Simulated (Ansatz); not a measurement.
**Structure relaxation, GeMo**

The start is a relaxed GeMo cell shaken by Gaussian noise of σ = 0.08 Å a coordinate. The structure is fully relaxed (lattice and positions, P = 0) with r2SCAN (plane waves to 500 eV, PAW, scalar-relativistic; Ansatz, an electronic-structure program). The first steps use a coarse 4×7×4 k-mesh.

Initial structure:
```
CELL_PARAMETERS angstrom
      6.01163     0.00000     0.00000
      0.00000     3.24952     0.00000
      0.00000     0.00000     6.59784
ATOMIC_POSITIONS crystal
  Mo 0.01221 0.23957 0.19173
  Mo 0.51824 0.24769 0.32070
  Mo 0.99395 0.68958 0.82226
  Mo 0.49970 0.72427 0.69583
  Ge 0.16807 0.19651 0.57572
  Ge 0.67485 0.21157 0.94078
  Ge 0.81922 0.74511 0.43445
  Ge 0.31321 0.75809 0.06101
```

```json
{
  "largest_initial_force": "about 2.2 eV/Å, on Mo4 (atoms numbered as listed)",
  "energy_released": "0.08 eV/atom",
  "relative_to_the_parent": "The parent structure is recovered, Pnma (No. 62)",
  "Shortest distances (start → end)": "The closest pairs of elements (up to four, under 3.6 Å), start → end: Ge–Mo 2.49 → 2.55 Å; Ge–Ge 2.72 → 2.74 Å; Mo–Mo 2.84 → 2.79 Å",
  "band_gap_at_the_end": "zero (metallic)",
  "optimiser_moves": "10"
}
```

Final structure:

Space group Pnma (No. 62); a = 6.012 Å, b = 3.250 Å, c = 6.598 Å, α = β = γ = 90.00°

```json
[
 {"atom": "Mo", "site": "4c", "symmetry": ".m.", "x": "0.0067", "y": "0.7500", "z": "0.3283"},
 {"atom": "Ge", "site": "4c", "symmetry": ".m.", "x": "0.3303", "y": "0.2500", "z": "0.4376"}
]
```

Final values are on a 8×14×7 k-mesh of the relaxed cell. No spin polarisation in the result.

The relaxed structure here is a generated cell of GeMo: the first start was made by placing the elements on the sites of a structure type, and the end was not matched to a known phase here, so it may be hypothetical.
